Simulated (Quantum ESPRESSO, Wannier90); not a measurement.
**CaS (rock salt), plane waves to Wannier functions**

```xyz
2
Lattice="0.0000 2.8524 2.8524 2.8524 0.0000 2.8524 2.8524 2.8524 0.0000" Properties=species:S:1:pos:R:3 pbc="T T T"
Ca     0.0000     0.0000     0.0000
S      2.8524     2.8524     2.8524
```

Cell from Materials Project (mp-1672), symmetrised, no further relaxation. COD (Crystallography Open Database) has an entry of this formula and space group (matched by these alone). Computed values, not measurements, from PBEsol: Quantum ESPRESSO (norm-conserving PseudoDojo potentials, cutoff 55 Ry, no spin polarisation, no spin-orbit coupling) on a Γ-centred 10×10×10 mesh, then Wannier90. Density: 10×10×10 mesh, cold smearing 0.01 Ry.

Band 5 is isolated and gives one Wannier function a cell (S2 3s 89 %, Ca1 4s 9 %; spread 1.20 Å²). Its on-site energy is ε = -10.670 eV relative to the valence-band maximum, and its hoppings t(R) = t(−R) to the nearer images are (images within this range that aren't listed have |t| under 5 meV):

```tsv
R (lattice vectors; −R alike)	distance (Å)	t (eV)
0 0 1	4.03	-0.041
0 1 -1	4.03	-0.041
0 1 0	4.03	-0.041
1 -1 0	4.03	-0.041
1 0 -1	4.03	-0.041
1 0 0	4.03	-0.041
1 -1 -1	5.70	-0.028
1 -1 1	5.70	-0.028
1 1 -1	5.70	-0.028
```

**Question.** Work out the band energy at Γ, X, U, K from these numbers.

**Answer.** For one orbital E(k) = ε + Σ_R 2 t(R) cos(2π k·R), the sum over the listed R.
- Γ, k = (0.000, 0.000, 0.000): E = -10.670 + (-0.041)·(12.00) + (-0.028)·(6.00) = -11.33 eV; pw.x: -11.31 eV
- X, k = (0.500, 0.000, 0.500): E = -10.670 + (-0.041)·(-4.00) + (-0.028)·(6.00) = -10.67 eV; pw.x: -10.68 eV
- U, k = (0.625, 0.250, 0.625): E = -10.670 + (-0.041)·(-3.66) + (-0.028)·(2.00) = -10.58 eV; pw.x: -10.57 eV
- K, k = (0.375, 0.375, 0.750): E = -10.670 + (-0.041)·(-3.66) + (-0.028)·(2.00) = -10.58 eV; pw.x: -10.57 eV

At these points the listed shells miss the plane-wave band by up to 0.02 eV, of a width of 0.81 eV on the path. With all its hoppings the model misses the band by 0.0 meV at worst on the whole path, so most of the miss comes from the hoppings not listed.
